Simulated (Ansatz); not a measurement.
Relaxed-ion elastic tensor of SiNi (rock salt, Fm-3m) in GPa (Voigt order), PBE in the plane-wave PAW code Ansatz; density 5.41 g/cm³, 13.31 Å³ per atom.

```tsv
	1	2	3	4	5	6
1	228	97.3	97.3	0.0	0.0	0.0
2	97.3	228	97.3	0.0	0.0	0.0
3	97.3	97.3	228	0.0	0.0	0.0
4	0.0	0.0	0.0	-36.2	0.0	0.0
5	0.0	0.0	0.0	0.0	-36.2	0.0
6	0.0	0.0	0.0	0.0	0.0	-36.2
```

Is the crystal mechanically stable?

No: the smallest eigenvalue of C is -36.2 GPa.

A made-up cell: these elements were put on the sites of a structure type; neither database checked (COD, Materials Project) lists it. It is not the phase usual at ambient conditions (space group No. 62). The cell was relaxed with PBE under the symmetry of its start. At this level the phase is mechanically unstable. The workflow began spin-polarised and lost its moments. As this level gives no gap, shear constants depend on the k-mesh and smearing (Fermi–Dirac, 0.1 eV here).

Potentials: the later of the program's two PAW sets.
